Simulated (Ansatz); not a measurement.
The relaxed structure here is a generated cell of TiTe2: the first start was made by placing the elements on the sites of a structure type, and the end was not matched to a known phase here, so it may be hypothetical. Known forms of TiTe2 include space group No. 164.

One stationary structure of TiTe₂. Space group P-31m (No. 162), AFLOW prototype AB2_hP9_162_ad_k (as in V2N). All values below come from r2SCAN (plane waves to 500 eV, PAW, scalar-relativistic; Ansatz, a quantum-chemistry and plane-wave program).

Space group P-31m (No. 162); a = 6.8635 Å, b = 6.8635 Å, c = 6.1303 Å, α = 90.00°, β = 90.00°, γ = 120.00°

```json
[
 {"atom": "Te", "site": "6k", "symmetry": "..m", "x": "0.3365", "y": "0.3365", "z": "0.2461"},
 {"atom": "Ti", "site": "1a", "symmetry": "-3.m", "x": "0.0000", "y": "0.0000", "z": "0.0000"},
 {"atom": "Ti", "site": "2d", "symmetry": "3.2", "x": "0.3333", "y": "0.6667", "z": "0.5000"}
]
```

- Volume per atom: 27.79 Å³
- Band gap: no gap (metallic)
- Shortest distances: Te–Ti 2.76 Å
- k-mesh: 8×8×8

Band energies at high-symmetry points (eV from the Fermi level; labels of this space group; no spin-orbit coupling), from −5 eV up to 1.7 eV:

```json
[
 {"point": "Γ", "energies": "-4.50 -4.08 -3.79 -3.79 -3.77 -3.77 -3.15 -3.15 -2.40 -2.40 -2.21 -2.15 -1.32 -1.32 0.19 0.26 0.26 0.43 0.43 0.45 0.45 0.71 1.07 1.36 1.41 1.41"},
 {"point": "M", "energies": "-4.42 -4.13 -3.57 -3.42 -3.39 -3.28 -2.94 -2.81 -2.77 -2.53 -2.44 -1.79 -1.76 -1.58 -1.46 -0.63 -0.56 -0.04 0.39 0.47 1.08 1.13 1.25 1.43 1.57"},
 {"point": "K", "energies": "-4.45 -4.31 -4.31 -3.83 -3.83 -3.61 -3.15 -3.05 -3.05 -2.65 -2.65 -2.26 -1.48 -1.48 -1.46 -1.14 -0.74 -0.74 0.15 0.15 0.21 0.97 1.24 1.24 1.29 1.58 1.58"},
 {"point": "A", "energies": "-4.45 -4.45 -4.18 -4.18 -3.87 -3.77 -3.57 -3.26 -2.74 -2.74 -2.57 -2.42 -2.17 -2.17 -0.62 -0.62 -0.05 -0.05 0.32 0.32 0.75 0.96 0.96 0.98 1.20 1.37 1.37"},
 {"point": "L", "energies": "-5.00 -4.37 -4.24 -3.56 -3.31 -2.79 -2.67 -2.37 -2.20 -1.90 -1.86 -1.83 -1.54 -1.39 -1.09 -0.63 -0.45 0.18 0.36 0.53 0.63 0.67 0.96 1.36 1.36"},
 {"point": "H", "energies": "-4.92 -4.62 -4.62 -4.06 -4.06 -3.69 -2.41 -2.36 -2.36 -2.31 -2.31 -2.00 -1.22 -1.17 -1.02 -1.02 -0.84 -0.84 0.26 0.26 0.49 0.51 0.51 1.09 1.22 1.67 1.67"},
 {"point": "H2", "energies": "-4.92 -4.62 -4.62 -4.06 -4.06 -3.69 -2.41 -2.36 -2.36 -2.31 -2.31 -2.00 -1.22 -1.17 -1.02 -1.02 -0.84 -0.84 0.26 0.26 0.49 0.51 0.51 1.09 1.22 1.67 1.67"}
]
```

No spin polarisation in the result.

The run could not lose the symmetry of its start: the end is stationary, and may be a saddle point rather than a minimum.
